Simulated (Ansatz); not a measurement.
BiTe:
```
BiTe
1.0
    0.00000     3.19705     3.19705
    3.19705     0.00000     3.19705
    3.19705     3.19705     0.00000
Bi Te
1 1
Direct
  0.00000   0.00000   0.00000
  0.50000   0.50000   0.50000
```

Relaxed with PBEsol. Special points in fractions of this cell's reciprocal vectors: Γ (0.000, 0.000, 0.000); X (0.500, 0.000, 0.500); U (0.625, 0.250, 0.625); K (0.375, 0.375, 0.750); L (0.500, 0.500, 0.500); W (0.500, 0.250, 0.750).

List the band energies nearest the Fermi level at these points for DFT-PBEsol with spin–orbit coupling in the program Ansatz with PAW potentials.

In eV from the Fermi level; about four levels below and three above (degenerate sets whole), none deeper than 8.9 eV; points with the same levels are listed once.

```tsv
k	below	above
Γ	-2.08 -2.08 -2.08 -2.08	0.80 0.80 3.07 3.07 3.07 3.07
X	-4.50 -4.50 -3.67 -3.67	2.20 2.20 2.85 2.85
U	-3.92 -3.92 -3.13 -3.13	1.48 1.48 2.75 2.75
L	-1.29 -1.29 -0.21 -0.21	0.07 0.07 7.45 7.45
W	-1.44 -1.44 -0.31 -0.31	4.11 4.11 4.18 4.18
```

Space group Fm-3m (rock salt). The workflow started from a Materials Project entry (that database holds measured and hypothetical structures alike); the Crystallography Open Database files this formula in space group No. 225, but the cells were not matched. Whether it is the stable phase at ambient conditions was not checked. The PBEsol relaxation kept the symmetry of its start; of distortions, only those at the zone centre were tested. With an odd number of electrons in the cell and no spin polarisation, the count alone makes it a metal.

Potentials: the earlier of the program's two PAW sets.
